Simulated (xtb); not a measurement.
xtb single point, GFN2-xTB, ALPB implicit water, on phosphoric acid, H3PO4 (SMILES O=P(O)(O)O), charge 0, multiplicity 1.

```
xtb m.xyz --gfn 2 --chrg 0 --uhf 0 --norestart --sp --alpb water

8

O     -0.998482    -0.090895    -1.073861
P      0.419559     0.117318    -0.390677
O      0.418060     0.115745     1.073861
O      1.311086    -1.005990    -1.072226
O      0.948251     1.451303    -1.070492
H     -1.668251     0.348888    -0.554398
H      1.264263    -1.806989    -0.554533
H      1.668251     1.806989    -0.553889
```

The program's output:

```

          ...................................................
          :                      SETUP                      :
          :.................................................:
          :  # basis functions                  29          :
          :  # atomic orbitals                  28          :
          :  # shells                           14          :
          :  # electrons                        32          :
          :  max. iterations                   250          :
          :  Hamiltonian                  GFN2-xTB          :
          :  restarted?                      false          :
          :  GBSA solvation                   true          :
          :  PC potential                    false          :
          :  electronic temp.          300.0000000     K    :
          :  accuracy                    1.0000000          :
          :  -> integral cutoff          0.2500000E+02      :
          :  -> integral neglect         0.1000000E-07      :
          :  -> SCF convergence          0.1000000E-05 Eh   :
          :  -> wf. convergence          0.1000000E-03 e    :
          :  Broyden damping             0.4000000          :
          :  net charge                          0          :
          :  unpaired electrons                  0          :
          ...................................................

 iter      E             dE          RMSdq      gap      omega  full diag
   1    -20.5477152 -0.205477E+02  0.959E+00   12.98       0.0  T
   2    -20.5865700 -0.388548E-01  0.538E+00   12.16       1.0  T
   3    -20.6000731 -0.135031E-01  0.155E+00   11.31       1.0  T
   4    -20.6017734 -0.170033E-02  0.775E-01   11.66       1.0  T
   5    -20.6022322 -0.458812E-03  0.462E-01   11.45       1.0  T
   6    -20.6025247 -0.292498E-03  0.100E-01   11.55       1.0  T
   7    -20.6025321 -0.737017E-05  0.269E-02   11.57       1.3  T
   8    -20.6025328 -0.728201E-06  0.738E-03   11.57       4.8  T
   9    -20.6025329 -0.555531E-07  0.184E-03   11.57      19.2  T
  10    -20.6025329 -0.448274E-08  0.137E-04   11.57     257.5  T
  11    -20.6025329  0.120792E-10  0.156E-04   11.57     226.8  T

   *** convergence criteria satisfied after 11 iterations ***

         #    Occupation            Energy/Eh            Energy/eV
      -------------------------------------------------------------
         1        2.0000           -0.7436244             -20.2350
       ...           ...                  ...                  ...
        10        2.0000           -0.5576326             -15.1740
        11        2.0000           -0.5108821             -13.9018
        12        2.0000           -0.5074052             -13.8072
        13        2.0000           -0.5072669             -13.8034
        14        2.0000           -0.4823234             -13.1247
        15        2.0000           -0.4533748             -12.3370
        16        2.0000           -0.4533630             -12.3366 (HOMO)
        17                         -0.0281856              -0.7670 (LUMO)
        18                         -0.0181682              -0.4944
        19                         -0.0180573              -0.4914
        20                          0.0639331               1.7397
        21                          0.1667062               4.5363
       ...                                ...                  ...
        28                          1.1738892              31.9432
      -------------------------------------------------------------
                  HL-Gap            0.4251774 Eh           11.5697 eV
             Fermi-level           -0.2407743 Eh           -6.5518 eV


         :::::::::::::::::::::::::::::::::::::::::::::::::::::
         ::                     SUMMARY                     ::
         :::::::::::::::::::::::::::::::::::::::::::::::::::::
         :: total energy             -20.488505515734 Eh    ::
         :: total w/o Gsasa/hb       -20.468834698954 Eh    ::
         :: gradient norm              0.034326168751 Eh/a0 ::
         :: HOMO-LUMO gap             11.569665012855 eV    ::
         ::.................................................::
         :: SCC energy               -20.602531298684 Eh    ::
         :: -> isotropic ES            0.144618073614 Eh    ::
         :: -> anisotropic ES         -0.007560419656 Eh    ::
         :: -> anisotropic XC         -0.002669279042 Eh    ::
         :: -> dispersion             -0.004358139597 Eh    ::
         :: -> Gsolv                  -0.038149106441 Eh    ::
         ::    -> Gelec               -0.018478289661 Eh    ::
         ::    -> Gsasa                0.006279701509 Eh    ::
         ::    -> Ghb                 -0.027031277987 Eh    ::
         ::    -> Gshift               0.001080759698 Eh    ::
         :: repulsion energy           0.114025782950 Eh    ::
         :: add. restraining           0.000000000000 Eh    ::
         :: total charge               0.000000000000 e     ::
[... lines cut ...]
        15        2.0000           -0.4533748             -12.3370
        16        2.0000           -0.4533630             -12.3366 (HOMO)
        17                         -0.0281856              -0.7670 (LUMO)
        18                         -0.0181682              -0.4944
        19                         -0.0180573              -0.4914
        20                          0.0639331               1.7397
        21                          0.1667062               4.5363
        22                          0.1667939               4.5387
        23                          0.2584827               7.0337
        24                          0.3524020               9.5893
        25                          0.3528748               9.6022
        26                          0.9859294              26.8285
        27                          0.9865019              26.8441
        28                          1.1738892              31.9432
      -------------------------------------------------------------
                  HL-Gap            0.4251774 Eh           11.5697 eV
             Fermi-level           -0.2407743 Eh           -6.5518 eV

     #   Z          covCN         q      C6AA      α(0)
     1   8 O        1.614    -0.470    22.277     6.370
     2  15 P        3.570     0.686   133.195    20.732
     3   8 O        0.808    -0.582    25.714     6.797
     4   8 O        1.614    -0.470    22.280     6.371
     5   8 O        1.614    -0.470    22.279     6.371
     6   1 H        0.919     0.435     0.417     1.010
     7   1 H        0.918     0.435     0.417     1.010
     8   1 H        0.919     0.435     0.418     1.011

 Mol. C6AA /au·bohr⁶  :       1048.805889
 Mol. C8AA /au·bohr⁸  :      31371.303443
 Mol. α(0) /au        :         49.672381

Wiberg/Mayer (AO) data.
largest (>0.10) Wiberg bond orders for each atom

 ---------------------------------------------------------------------------
     #   Z sym  total        # sym  WBO       # sym  WBO       # sym  WBO
 ---------------------------------------------------------------------------
     1   8 O    2.176 --     2 P    1.232     6 H    0.783
     2  15 P    5.501 --     3 O    1.757     1 O    1.232     4 O    1.232
                             5 O    1.232
     3   8 O    1.982 --     2 P    1.757
     4   8 O    2.176 --     2 P    1.232     7 H    0.783
     5   8 O    2.176 --     2 P    1.232     8 H    0.783
     6   1 H    0.811 --     1 O    0.783
     7   1 H    0.810 --     4 O    0.783
     8   1 H    0.811 --     5 O    0.783
 ---------------------------------------------------------------------------


molecular dipole:
                 x           y           z       tot (Debye)
 q only:        0.004      -0.003      -0.199
   full:        0.004      -0.004      -0.157       0.400
molecular quadrupole (traceless):
                xx          xy          yy          xz          yz          zz
 q only:        5.777       0.001       5.719      -0.239      -0.054     -11.496
  q+dip:        6.242       0.001       6.180      -0.190      -0.039     -12.422
   full:        6.822       0.002       6.754      -0.189      -0.038     -13.576

           -------------------------------------------------
          | TOTAL ENERGY              -20.488505515734 Eh   |
          | GRADIENT NORM               0.034326168751 Eh/α |
          | HOMO-LUMO GAP              11.569665012855 eV   |
           -------------------------------------------------
```

The total energy is -557.52 eV, -0.82 eV from the same level's vacuum run.
